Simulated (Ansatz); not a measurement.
Bi₂Te₃: how strain makes field gradients

```xyz
5
Lattice="2.1930 1.2661 10.1657 -2.1930 1.2661 10.1657 0.0000 -2.5323 10.1657" Properties=species:S:1:pos:R:3 pbc="T T T"
Bi    0.0000    0.0000   12.1988
Bi    0.0000    0.0000   18.2982
Te    0.0000    0.0000    0.0000
Te    0.0000    0.0000    6.3891
Te    0.0000    0.0000   24.1079
```

Atom numbers follow the list: Bi1, Bi2, Te3, Te4, Te5.

The cell is COD entry 9011962, as deposited and not checked against the literature; nothing was relaxed.

Computed with Ansatz 0.2.0, DFT, PBEsol, all-electron PAW with datasets made for the crystal, scalar-relativistic.

The runs use a Γ-centred 7×7×7 k mesh, Fermi–Dirac smearing of 0.08 eV, cutoff 240 eV (chosen by the program for this cell), no spin polarisation.

The strain is applied along the Cartesian axes of the cell as listed (the other components stay zero). Fractional coordinates are held (clamped ions).

The columns are Cartesian components of the electric field gradient at the nuclei, in 10²¹ V/m².

Spin–orbit coupling is left out, which moves gradients at and beside heavy atoms by some per cent and at worst by a factor of two.

Only quantities that a quadratic follows smoothly over the whole series are listed; rougher ones are left out.

| εzz | Vzz at Bi1 | Vzz at Te3 | Vzz at Te4 |
| --- | --- | --- | --- |
| -0.0300 | 0.76 | 6.97 | -0.87 |
| -0.0200 | 1.29 | 7.90 | -0.22 |
| -0.0100 | 1.81 | 8.83 | 0.45 |
| 0.0000 | 2.30 | 9.75 | 1.13 |
| 0.0200 | 3.23 | 11.56 | 2.52 |
| 0.0300 | 3.68 | 12.46 | 3.23 |

(1) Fit the series and give the gradient–strain slopes.

(2) One run, at εzz = 0.0100, is withheld. Predict its row.

## Answers

(1) Least-squares fits y = p0 + p1 x + p2 x² to the rows give Vzz at Bi1: p1 = 48.6, p2 = -91; Vzz at Te3: p1 = 91.5, p2 = -38; Vzz at Te4: p1 = 68.4, p2 = 57. The slopes p1 are in 10²¹ V/m² per unit strain, for clamped ions.

(2) The fits give 2.78, 10.66, 1.82; the run gave 2.77, 10.66, 1.82.
